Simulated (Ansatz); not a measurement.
Nb3Sn in space group Fm-3m (No. 225; Sn on 4a, Nb on 4b, Nb on 8c), r²SCAN in the plane-wave PAW code Ansatz, all energies at zero smearing, with the estimated change up to a 700 eV cutoff added, with one set of potentials and settings (totals compare only within such a set). Cell of 4 atoms (1 Sn, 3 Nb): -19729.841 eV.

```json
[
 {"element": "Sn", "reference phase": "Fd-3m, 2 atoms in the cell", "E (eV/atom)": "-6038.7047"},
 {"element": "Nb", "reference phase": "Im-3m, 1 atoms in the cell", "E (eV/atom)": "-4563.6587"}
]
```

Formation energy per atom, worked out: (-19729.841 − 1×(-6038.7047) − 3×(-4563.6587))/4 = -0.040 eV/atom (-4 kJ per mol of atoms), at 0 K, without zero-point energy or fitted corrections.

A made-up cell: these elements were put on the sites of a structure type; neither database checked (COD, Materials Project) lists it. It is not the phase usual at ambient conditions (space group No. 223). The cell was relaxed with r²SCAN under the symmetry of its start. At this level the phase is mechanically unstable. The run is not spin-polarised. The references are the lowest solids computed at this level, not always the standard phases. Scalar-relativistic: spin–orbit coupling is off unless named, which matters more the heavier the elements.

Potentials: the earlier of the program's two PAW sets.
